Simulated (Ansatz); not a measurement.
# InAg3: pressure against volume, fitted

```yaml
crystal:
  lattice:
    - [4.14400, 0.00000, 0.00000]
    - [0.00000, 4.14400, 0.00000]
    - [0.00000, 0.00000, 4.14400]
  atoms:
    - { symbol: In, position: [0.00000, 0.00000, 0.00000] }
    - { symbol: Ag, position: [0.00000, 0.50000, 0.50000] }
    - { symbol: Ag, position: [0.50000, 0.00000, 0.50000] }
    - { symbol: Ag, position: [0.50000, 0.50000, 0.00000] }
```

Atom numbers follow the list: In1, Ag2, Ag3, Ag4.

The cell is COD entry 1510013, as deposited and not checked against the literature; nothing was relaxed.

Spin–orbit coupling is left out, though it moves levels of the heavy atoms by tenths of an eV or more.

Level of theory: DFT, PBEsol, all-electron LAPW, scalar-relativistic in Ansatz 0.2.0.

Numerical set-up: a Γ-centred 9×9×9 k mesh, Fermi–Dirac smearing of 0.05 eV, basis error target 0.5 meV/atom, no spin polarisation.

The cell is scaled evenly. Fractional coordinates are held (clamped ions).

```json
{"V (Å³/atom)": "16.723", "P (GPa)": "7.14"}
{"V (Å³/atom)": "17.079", "P (GPa)": "4.29"}
{"V (Å³/atom)": "17.435", "P (GPa)": "1.83"}
{"V (Å³/atom)": "17.613", "P (GPa)": "0.73"}
{"V (Å³/atom)": "17.791", "P (GPa)": "-0.30"}
{"V (Å³/atom)": "17.969", "P (GPa)": "-1.27"}
{"V (Å³/atom)": "18.147", "P (GPa)": "-2.18"}
{"V (Å³/atom)": "18.858", "P (GPa)": "-5.28"}
```

Problem. Fit a third-order Birch–Murnaghan curve to the pressures.

Solution. P = (3B0/2)(y^(7/2) − y^(5/2))[1 + (3/4)(B0′ − 4)(y − 1)] with y = (V0/V)^(2/3) fits within 0.02 GPa for V0 = 17.737 Å³/atom, B0 = 102.4 GPa and B0′ = 5.71.

Problem. Predict the pressure at the withheld volume, 18.503 Å³/atom.

Solution. There y = 0.9722, so the fit gives -3.84 GPa; the run gave -3.83 GPa.
